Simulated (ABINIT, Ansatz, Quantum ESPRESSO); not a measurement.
## CaB2H2: programs and potentials compared

```
Ca B H
1.0
     3.47672    0.00000    0.00000
    -1.73836    3.01093    0.00000
     0.00000    0.00000    3.97929
Ca B H
1 2 2
Direct
  0.00000 0.00000 0.00000
  0.33333 0.66667 0.46284
  0.66667 0.33333 0.53716
  0.33333 0.66667 0.15117
  0.66667 0.33333 0.84883
```

The cell comes from a database or a generator and needn't be the stable form of this composition.

Alike in all runs: task single point; functional PBE; k mesh 9 × 9 × 7; occupations fermi-dirac, width 0.05 eV; no spin polarisation; no spin-orbit coupling. Pressure is positive in compression and, in plane waves, holds the error of the finite cutoff, which Ansatz's Pulay term estimates and takes out.

```csv
program and potentials,plane-wave cutoff (eV),notes,pressure (GPa)
"Ansatz, Ansatz PAW",420,Pulay term of +0.20 GPa included,-0.42
"Quantum ESPRESSO, SSSP 1.3 efficiency PBE",816,-,-0.56
"ABINIT, JTH PAW PBE v2.0",680,-,?
```

Task: Estimate from the other rows what the run with ABINIT, JTH PAW PBE v2.0 gave.

Result: Pressure -0.48 GPa. The other rows, which needn't bracket it: pressure -0.56 to -0.42.
